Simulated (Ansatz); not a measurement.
According to r²SCAN in the plane-wave PAW code Ansatz, HfSiO4 in the tetragonal phase (I4_1/amd; Hf on 4a, Si on 4b, O on 16h) relaxes to a = 6.582 Å, c = 5.972 Å. Si has 4 nearest neighbours from 1.62 Å (tetrahedral). Its formation energy from the elements is -330 kJ/mol of atoms, with no fitted shifts.

The Kohn–Sham gap is 6.00 eV (indirect).

Symmetry was held in the r²SCAN relaxation. The run is not spin-polarised. The references are the lowest solids computed at this level, not always the standard phases (solids in place of the gases). Spin–orbit coupling is left out wherever it is not named.

Potentials: the earlier of the program's two PAW sets. The files were generated under PBE; for other functionals the program regenerates the frozen cores, and for LDA and PBEsol the local potential too.
